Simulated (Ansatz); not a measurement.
All numbers below come from Ansatz, DFT PBE, scalar-relativistic, plane waves, PAW. The final run on the 8-atom cell used 420 eV, a Γ-centred 12×12×6 mesh, 0.10 eV smearing and no spin polarisation.

The zero of energy is the elements' standard structures at the same level (F₂ as a molecule); no fitted shifts are applied.

Question: Give a relaxed trial structure of a hexagonal metal with formula BiF, with a formation energy near −1.12 eV/atom and about 23 Å³ per atom, in a cell of 8 atoms.

Answer: BiF, space group P6_3/mmc (No. 194). Bi has 1 F at 2.40 Å and 3 F at 2.96 Å; F on a site of symmetry -6m2 is surrounded by 2 Bi at 2.40 Å; F on a site of symmetry -3m is surrounded by 6 Bi at 2.96 Å (long contacts).

Space group P6_3/mmc (No. 194). a = 5.085 Å, b = 5.085 Å, c = 8.144 Å, α = 90.00°, β = 90.00°, γ = 120.00°
| atom | site | symmetry | x | y | z |
| --- | --- | --- | --- | --- | --- |
| Bi | 4f | 3m. | 0.3333 | 0.6667 | 0.9552 |
| F | 2c | -6m2 | 0.6667 | 0.3333 | 0.7500 |
| F | 2a | -3m. | 0.0000 | 0.0000 | 0.0000 |

| Quantity | Value |
| --- | --- |
| Volume per atom | 22.80 Å³ |
| Density | 8.30 g/cm³ |
| Formation energy | −1.12 eV/atom |
| Gap on the 12×12×6 mesh of the 8-atom cell | 0 eV (a metal) |

The cell was found from a structure generator's guess, not taken from experiment. Other answers may fit too; this one was computed.

These runs have no spin–orbit coupling, which can matter for Bi. A structure relaxed within its symmetry needn't be a true minimum.
